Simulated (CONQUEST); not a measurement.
A self-consistent single point of SnSe2 (P-3m1, 6 atoms in the cell; from Materials Project mp-665, changed as shown) with CONQUEST.

Computed with PBE, numerical atomic orbitals double-zeta with polarisation (the shipped basis), PseudoDojo norm-conserving potentials made for PBE run with CONQUEST 1.3.

The change in words: lattice scaled by 0.98. Reference geometry (P-3m1):
```yaml
crystal:
  lattice:
    - [3.93372, 0.00000, 0.00000]
    - [0.00000, 6.81341, 0.00000]
    - [0.00000, 0.00000, 6.64089]
  atoms:
    - { symbol: Sn, position: [0.00000, 0.00000, 0.00000] }
    - { symbol: Sn, position: [0.50000, 0.50000, 0.00000] }
    - { symbol: Se, position: [0.50000, 0.16667, 0.75710] }
    - { symbol: Se, position: [0.00000, 0.33333, 0.24290] }
    - { symbol: Se, position: [0.00000, 0.66667, 0.75710] }
    - { symbol: Se, position: [0.50000, 0.83333, 0.24290] }
```

Reference input (self-consistent single point, DFT, PBE, numerical atomic orbitals double-zeta with polarisation (the shipped basis), PseudoDojo norm-conserving potentials made for PBE): basis = DZP; Diag.MPMeshX, Y, Z = 6 4 4; potentials = PseudoDojo norm-conserving PBE; Grid.GridCutoff = 175 Ha; DM.SolutionMethod = diagon; Diag.kT = 0.001837 Ha; Diag.GammaCentred = true; minE.SCTolerance = 1.0e-06; SC.MaxIters = 100; SC.LinearMixingFactor = 0.5; AtomMove.TypeOfRun = static. This run's input differs from it in these lines:

```diff
@@ -29,5 +29,5 @@
 # file: SnSe2.in
-     7.433655341      0.000000000      0.000000000
-     0.000000000     12.875469426      0.000000000
-     0.000000000      0.000000000     12.549468993
+     7.284983028      0.000000000      0.000000000
+     0.000000000     12.617960227      0.000000000
+     0.000000000      0.000000000     12.298479349
 6
```

Log, with long lists cut:

```
    PulayMixSC: Starting Pulay mixing, A_up =  0.500 A_dn =  0.500
    PulayMixSC: Spin non-polarised calculation.
          Harris-Foulkes Energy            :      -642.586404980365842 Ha
          Free Energy (E-TS)               :      -642.586405018932169 Ha
    PulayMixSC: Pulay iteration     1 residual:              0.10898E-02
          Harris-Foulkes Energy            :      -642.564067655716258 Ha
          Free Energy (E-TS)               :      -642.564076502488660 Ha
    PulayMixSC: Pulay iteration     2 residual:              0.55925E-03
          Harris-Foulkes Energy            :      -642.554741261175423 Ha
   [... lines left out ...]
          Free Energy (E-TS)               :      -642.553212356633821 Ha
    PulayMixSC: Pulay iteration     5 residual:              0.83196E-05
          Harris-Foulkes Energy            :      -642.553207618916417 Ha
          Free Energy (E-TS)               :      -642.553211020279946 Ha
    PulayMixSC: Pulay iteration     6 residual:              0.17752E-05
          Harris-Foulkes Energy            :      -642.553207483437177 Ha
          Free Energy (E-TS)               :      -642.553210881102700 Ha
    PulayMixSC: Pulay iteration     7 residual:              0.50672E-06
    PulayMixSC: Reached SCF tolerance of  0.50672E-06 after      7 iterations
      | Number of electrons      =        92.000077
      | GS Energy as E-(1/2)TS   =      -642.553209182269939 Ha
      | Free Energy as E-TS      =      -642.553210881102700 Ha
      |* Harris-Foulkes energy   =      -642.553207483437177 Ha
      |* DFT total energy        =      -642.553207470892858 Ha

    force: Forces on atoms (Ha/a0)
    force:  Atom   X              Y              Z
    force:     1  -0.0000000000  -0.0000000000  -0.0000000000
    force:     2  -0.0000000000   0.0000000000  -0.0000000000
    force:     3  -0.0000000000   0.0001882050  -0.0068123340
    force:     4  -0.0000000000  -0.0001882050   0.0068123340
    force:     5  -0.0000000000   0.0001882050  -0.0068123340
    force:     6  -0.0000000000  -0.0001882050   0.0068123340

    force: Maximum force :        0.00681233(Ha/a0) on atom         3 in z direction
    force: Force Residual:        0.00556437 Ha/a0
    force: Total stress:         -2.19766791    -2.23263653    -2.14857246 GPa
    force: Average pressure:      2.19295897 GPa

    get_E_and_F: Change in energy during last step of electronic optimisation:  0.13548E-06
```

The run converged in 7 iterations. CONQUEST prints the stress tensor with tension positive. Against the reference run the free energy goes up by 4.7 meV/atom, the pressure goes from -1.16 to 2.19 GPa, the largest force goes from 0.124 to 0.350 eV/Å and the gap on the mesh goes from 0.626 to 0.720 eV.

The program uses no crystal symmetry, so grid and mesh can part values that symmetry would make equal. The atom-centred basis is finite, which shifts total energies, pressures, gaps and forces against plane waves. The structure comes from a collection of computed structures, made at another level of theory; the collection holds predicted forms beside known ones. Its lattice was then scaled.

Cost on one core: around 60 core-seconds (rough).
